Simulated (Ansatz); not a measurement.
CeO$_{2}$ (fluorite)

```
CeO2
1.0
    0.00000     2.71868     2.71868
    2.71868     0.00000     2.71868
    2.71868     2.71868     0.00000
Ce O
1 2
Direct
  0.00000   0.00000   0.00000
  0.25000   0.25000   0.25000
  0.75000   0.75000   0.75000
```

The slice is a {110} plane (indices of the conventional cell) through the point (0.250, 0.250, 0.250) (fractional), spanned by u = [100] and v = [1 -1 -1] in vectors of this cell: u (3.84 Å) and v (5.44 Å, at 90° to u). It covers one period; positions are fractions (u, v).

Calculation: r2SCAN (plane waves to 500 eV, PAW, scalar-relativistic; Ansatz, a program for electronic structure). k mesh 11×11×11. These are valence fields of a PAW run, semicore shells included where kept as valence: close to a nucleus they are smooth pseudo fields. CeO2 is run without spin polarisation. CeO2 was relaxed with its symmetry unable to fall. The f-shell state is unchecked: a lower one may exist.

Task: Predict the map of the electron localisation function (ELF) on the slice.

Result: 
| v \ u | 0.00 | 0.12 | 0.24 | 0.35 | 0.47 | 0.59 | 0.71 | 0.82 | 0.94 |
|---|---|---|---|---|---|---|---|---|---|
| 0.88 | 0.81 | 0.77 | 0.52 | 0.08 | 0.01 | 0.03 | 0.27 | 0.68 | 0.81 |
| 0.75 | 0.06 | 0.05 | 0.04 | 0.02 | 0.01 | 0.01 | 0.03 | 0.05 | 0.06 |
| 0.62 | 0.81 | 0.77 | 0.52 | 0.08 | 0.01 | 0.03 | 0.27 | 0.68 | 0.81 |
| 0.50 | x | x | 0.63 | 0.07 | 0.12 | 0.08 | 0.22 | 0.81 | x |
| 0.38 | 0.81 | 0.69 | 0.23 | 0.82 | 0.91 | 0.89 | 0.53 | 0.35 | 0.80 |
| 0.25 | 0.06 | 0.05 | 0.64 | 0.85 | x | x | 0.87 | 0.17 | 0.05 |
| 0.12 | 0.81 | 0.69 | 0.23 | 0.82 | 0.91 | 0.89 | 0.53 | 0.35 | 0.80 |
| 0.00 | x | x | 0.63 | 0.07 | 0.12 | 0.08 | 0.22 | 0.81 | x |

Values: electron localisation function (ELF). Points within 0.5 Å of a nucleus are blanked (x), as the pseudised field means little there.
